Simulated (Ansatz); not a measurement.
## Two Ansatz runs on InF

The structure comes from a relaxation in the same program, started in the zincblende type, and has space group F-43m. Whether it is a known phase or the ground state wasn't checked.

First run: DFT, LDA, PAW with Ansatz's default frozen-core files, scalar-relativistic (Ansatz 0.2.0).

Command: `ansatz run input.yaml --threads 1 --pin off --max-ram 2048MiB --backend cpu --events-out ev --progress --plain --runs-dir out` The run took about 8 s on 1 thread of a shared machine.

```yaml
crystal:
  lattice:
    - [0.0, 3.004485767, 3.004485767]
    - [3.004485767, 0.0, 3.004485767]
    - [3.004485767, 3.004485767, 0.0]
  atoms:
    - { symbol: In, position: [0.0, 0.0, 0.0] }
    - { symbol: F, position: [0.25, 0.25, 0.25] }
kpoints:
  mp_grid: { grid: [13, 13, 13] }
  band_path:
    path:
      - [0.0, 0.0, 0.0]
      - [-0.5, -0.5, 0.0]
      - [-0.375, -0.375, 0.25]
      - [-0.375, 0.0, 0.375]
      - [0.0, 0.0, 0.0]
      - [0.0, 0.0, 0.5]
      - [-0.5, -0.25, 0.25]
      - [-0.5, -0.5, 0.0]
    npoints: 5
scf:
  occupations: { method: fermi_dirac, width: 0.05 }
hamiltonian:
  xc: lda
  pseudopotentials: { kind: paw }
output:
  forces: true
  stress: true
  eigenvalues: true
  efg: { contact_densities: true }
```

Result: converged; pressure -3.48 GPa; gap on the k mesh 1.89 eV (the mesh can miss the band edges); 7 SCF iterations.

Spin–orbit coupling is left out, though it moves levels of the heavy atoms by tenths of an eV or more.

A second input differs as follows:

```diff
@@ -21,5 +21,5 @@
     npoints: 5
 scf:
-  occupations: { method: fermi_dirac, width: 0.05 }
+  max_iter: 50
 hamiltonian:
   xc: lda
```

Question: What is wrong with it, and what does the program do?

Answer: The fault is no occupation method. The run refused before any iteration. The log ends:
```
Error: YAML parse error: `scf.occupations.method` is required: fixed only where the cell keeps a band gap throughout the run, explicit beside scf.occupations.values (under evaluate: without them), else a smearing such as fermi_dirac (scf.occupations.width is optional; its entry in the input reference gives the default)
```
